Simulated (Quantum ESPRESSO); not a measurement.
## TaRhW3MgMo2 (input and log of a self-consistent run)

A calculation, not a measurement. The program is pw.x of Quantum ESPRESSO 7.5 (plane-wave density functional theory). The cell is made up: eight metal atoms on a hexagonal close-packed lattice, with elements, volume, strain and displacements drawn at random and not relaxed, so it may be unstable or far from any real phase. PseudoDojo standard norm-conserving files set the functional (PBE unless stated); there is no spin polarisation or spin-orbit coupling, the Fermi-Dirac width of 0.25 eV means electrons at about 2900 K, and the masses in the input are unused placeholders. Heavy elements are run without spin-orbit coupling, which real alloys of them have. A spin test at this wide smearing found no moment, but such smearing suppresses magnetism that the real alloy may have.

Input:

```
&control calculation='scf', pseudo_dir='./dojo.nc.sr.pbe.v0_5.standard.upf', outdir='./o', disk_io='minimal', tprnfor=.true., tstress=.true. /
&system ibrav=0, nat=8, ntyp=5, nbnd=72, ecutwfc=87.97787729, nosym=.true., tot_charge=0,
 occupations='smearing', smearing='fd', degauss=0.0183746611
/
&electrons conv_thr=1.470e-08, electron_maxstep=70, mixing_beta=0.5 /
ATOMIC_SPECIES
Mg 1.0 Mg.upf
Mo 1.0 Mo.upf
Rh 1.0 Rh.upf
Ta 1.0 Ta.upf
W 1.0 W.upf
CELL_PARAMETERS angstrom
-0.0063 -0.0034 -4.6813
0.0574 5.0673 0.0037
5.9141 0.0662 0.0079
ATOMIC_POSITIONS angstrom
Ta 0.0818 -0.0393 0.0331
Rh 2.8768 -0.0113 0.0556
W 1.5055 2.6031 0.1812
W 4.4118 2.5845 -0.0174
Mg 0.1385 1.7688 -2.2695
W 2.8751 1.8487 -2.4014
Mo 1.5372 4.2249 -2.4168
Mo 4.4473 4.1703 -2.4644
K_POINTS automatic
5 5 4 1 1 1
```

The log is shortened where brackets say so; the opening notice, blank lines, dates and the lines on written files are dropped, and the path of the files is cut. It prints rydbergs, bohrs and kilobars, and counts compression as positive stress. Its total energy is the free energy E - TS of the whole cell.

```
     Program PWSCF v.7.5
     Parallel version (MPI & OpenMP), running on       4 processor cores
     Number of MPI processes:                 4
     Threads/MPI process:                     1
     [start-up lines left out]
     bravais-lattice index     =            0
     lattice parameter (alat)  =       8.8464  a.u.
     unit-cell volume          =     946.6126 (a.u.)^3
     number of atoms/cell      =            8
     number of atomic types    =            5
     number of electrons       =       110.00
     number of Kohn-Sham states=           72
     kinetic-energy cutoff     =      87.9779  Ry
     charge density cutoff     =     351.9115  Ry
     scf convergence threshold =      1.5E-08
     mixing beta               =       0.5000
     number of iterations used =            8  plain     mixing
     Exchange-correlation= PBE
                           (   1   4   3   4   0   0   0)
     [axes and pseudopotential details left out]
   Cartesian axes
     site n.     atom                  positions (alat units)
         1        Ta     tau(   1) = (   0.0174738  -0.0083951   0.0070707  )
         2        Rh     tau(   2) = (   0.6145294  -0.0024139   0.0118770  )
         3        W      tau(   3) = (   0.3215983   0.5560628   0.0387072  )
         4        W      tau(   4) = (   0.9424294   0.5520896  -0.0037169  )
         5        Mg     tau(   5) = (   0.0295858   0.3778433  -0.4848007  )
         6        W      tau(   6) = (   0.6141663   0.3949112  -0.5129766  )
         7        Mo     tau(   7) = (   0.3283699   0.9025047  -0.5162662  )
         8        Mo     tau(   8) = (   0.9500128   0.8908412  -0.5264343  )
     number of k points=    50  Fermi-Dirac smearing, width (Ry)=  0.0184
                       cart. coord. in units 2pi/alat
        k(    1) = (   0.0980551   0.0913451  -0.1001984), wk =   0.0400000
        k(    2) = (   0.2959680   0.0891034  -0.1004631), wk =   0.0400000
     [further k points left out]
     Dense  grid:   105577 G-vectors     FFT dimensions: (  54,  60,  72)
     Estimated max dynamical RAM per process >     391.13 MB
     Estimated total dynamical RAM >       1.45 GB
     Initial potential from superposition of free atoms
     starting charge     109.9933, renormalised to     110.0000
     Starting wfcs are   75 randomized atomic wfcs
     total cpu time spent up to now is        9.9 secs
     per-process dynamical memory:   304.8 Mb
     Self-consistent Calculation
     iteration #  1     ecut=    87.98 Ry     beta= 0.50
     Davidson diagonalization with overlap
     ethr =  1.00E-02,  avg # of iterations =  3.4
     total cpu time spent up to now is       33.7 secs
     total energy              =   -1218.64499464 Ry
     estimated scf accuracy    <       1.84870245 Ry
     iteration #  2     ecut=    87.98 Ry     beta= 0.50
     Davidson diagonalization with overlap
     ethr =  1.68E-03,  avg # of iterations =  3.4
     total cpu time spent up to now is       58.0 secs
     total energy              =   -1217.91464048 Ry
     estimated scf accuracy    <      19.92134205 Ry
     iteration #  3     ecut=    87.98 Ry     beta= 0.50
     Davidson diagonalization with overlap
     ethr =  1.68E-03,  avg # of iterations =  2.1
     total cpu time spent up to now is       81.4 secs
     total energy              =   -1219.51607219 Ry
     estimated scf accuracy    <       0.72004421 Ry
     iteration #  4     ecut=    87.98 Ry     beta= 0.50
     Davidson diagonalization with overlap
     ethr =  6.55E-04,  avg # of iterations =  2.0
     total cpu time spent up to now is      114.4 secs
     total energy              =   -1219.58129460 Ry
     estimated scf accuracy    <       0.20258235 Ry
     iteration #  5     ecut=    87.98 Ry     beta= 0.50
     Davidson diagonalization with overlap
     ethr =  1.84E-04,  avg # of iterations =  3.2
     total cpu time spent up to now is      150.5 secs
     total energy              =   -1219.60470451 Ry
     estimated scf accuracy    <       0.03668562 Ry
     [iterations 6 to 14 left out]
     iteration # 15     ecut=    87.98 Ry     beta= 0.50
     Davidson diagonalization with overlap
     ethr =  2.53E-09,  avg # of iterations =  1.4
     total cpu time spent up to now is      485.9 secs
     total energy              =   -1219.61187464 Ry
     estimated scf accuracy    <       0.00000019 Ry
     iteration # 16     ecut=    87.98 Ry     beta= 0.50
     Davidson diagonalization with overlap
     ethr =  1.73E-10,  avg # of iterations =  2.9
     total cpu time spent up to now is      518.3 secs
     total energy              =   -1219.61187466 Ry
     estimated scf accuracy    <       0.00000006 Ry
     iteration # 17     ecut=    87.98 Ry     beta= 0.50
     Davidson diagonalization with overlap
     ethr =  5.01E-11,  avg # of iterations =  2.2
     total cpu time spent up to now is      554.6 secs
     total energy              =   -1219.61187466 Ry
     estimated scf accuracy    <       0.00000014 Ry
     iteration # 18     ecut=    87.98 Ry     beta= 0.50
     Davidson diagonalization with overlap
     ethr =  5.01E-11,  avg # of iterations =  2.0
     total cpu time spent up to now is      586.3 secs
     total energy              =   -1219.61187467 Ry
     estimated scf accuracy    <       0.00000005 Ry
     iteration # 19     ecut=    87.98 Ry     beta= 0.50
     Davidson diagonalization with overlap
     ethr =  4.48E-11,  avg # of iterations =  1.0
     total cpu time spent up to now is      607.9 secs
     End of self-consistent calculation
     [lines on levels left out]
!    total energy              =   -1219.61187467 Ry
     estimated scf accuracy    <          3.1E-09 Ry
     smearing contrib. (-TS)   =      -0.13458453 Ry
     internal energy E=F+TS    =   -1219.47729014 Ry
     The total energy is F=E-TS. E is the sum of the following terms:
     one-electron contribution =    -314.56265964 Ry
     hartree contribution      =     206.33495066 Ry
     xc contribution           =    -223.45049397 Ry
     ewald contribution        =    -887.79908719 Ry
     convergence has been achieved in  19 iterations
     Forces acting on atoms (cartesian axes, Ry/au):
     atom    1 type  4   force =    -0.03737459    0.00093658   -0.02728690
     atom    2 type  3   force =     0.02475849    0.01365224   -0.02288953
     atom    3 type  5   force =     0.02457057   -0.01244003   -0.05491353
     atom    4 type  5   force =    -0.03165277    0.00424154    0.00541331
     atom    5 type  1   force =    -0.05181153   -0.02138068    0.00973838
     atom    6 type  5   force =     0.06057776   -0.00314027    0.03648652
     atom    7 type  2   force =     0.01572373    0.01061755    0.03589702
     atom    8 type  2   force =    -0.00479166    0.00751307    0.01755473
     Total force =     0.136279     Total SCF correction =     0.000152
     Computing stress (Cartesian axis) and pressure
          total   stress  (Ry/bohr**3)                   (kbar)     P=      -90.11
  -0.00072490  -0.00009341  -0.00000859         -106.64      -13.74       -1.26
  -0.00009341  -0.00061397  -0.00010320          -13.74      -90.32      -15.18
  -0.00000859  -0.00010320  -0.00049888           -1.26      -15.18      -73.39
     init_run     :      8.36s CPU      8.90s WALL (       1 calls)
     electrons    :    580.30s CPU    598.12s WALL (       1 calls)
     forces       :      7.73s CPU      7.79s WALL (       1 calls)
     stress       :     26.64s CPU     27.14s WALL (       1 calls)
     [timing details left out]
     PWSCF        :  10m24.03s CPU  10m43.08s WALL
     JOB DONE.
```

In other units: free energy -16593.665 eV for the cell, pressure -9.01 GPa, largest force component 1.558 eV/Å in size. The run took 645 s of wall time with four MPI processes on a shared machine (AMD EPYC, older, virtual cores), so the time is rough. A rerun of this cell at a higher cutoff and on a denser mesh moved values by no more than 0.004 eV in energy, 0.03 GPa in stress and 0.007 eV/Å in force, and a second program with other atomic files agreed on that cell to 2 % rms in force and 0.5 GPa in pressure.